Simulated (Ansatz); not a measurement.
**Stress against strain in Sn**

```xyz
2
Lattice="0.0000 3.2456 3.2456 3.2456 0.0000 3.2456 3.2456 3.2456 0.0000" Properties=species:S:1:pos:R:3 pbc="T T T"
Sn    3.2456    3.2456    3.2456
Sn    4.8684    4.8684    4.8684
```

Atoms are numbered in the order listed.

The cell is COD entry 9008568, as deposited and not checked against the literature; nothing was relaxed.

Spin–orbit coupling is left out, though it moves levels of the heavy atoms by tenths of an eV or more.

All numbers below come from DFT, LDA, all-electron LAPW, scalar-relativistic in Ansatz 0.2.0.

Numerical set-up: a Γ-centred 9×9×9 k mesh, Fermi–Dirac smearing of 0.03 eV, basis error target 0.25 meV/atom, no spin polarisation.

The strain is applied along the Cartesian axes of the cell as listed (the other components stay zero). Fractional coordinates are held (clamped ions).

σ is the change of stress from the unstrained cell, which is at -0.35 GPa; tension is positive, so slopes are stress–strain coefficients at that pressure. In a metal the k mesh adds noise.

Only quantities that a quadratic follows smoothly over the whole series are listed; rougher ones are left out.

```
    εzz  σzz (GPa)  σxx (GPa)
-0.0300      -2.02      -1.10
-0.0200      -1.32      -0.70
-0.0100      -0.64      -0.34
 0.0000       0.00       0.00
 0.0200       1.18       0.60
 0.0300       1.73       0.87
```

Q: Fit the series and read off the stiffness at zero strain.

A: Least-squares fits y = p0 + p1 x + p2 x² to the rows give σzz (GPa): p1 = 62.5, p2 = -160; σxx (GPa): p1 = 32.7, p2 = -130. So C11 = 62 GPa and C12 = 33 GPa, which gives B = (C11 + 2 C12)/3 = 43 GPa.

Q: One run, at εzz = 0.0100, is withheld. Predict its row.

A: The fits give 0.61, 0.32; the run gave 0.60, 0.31.
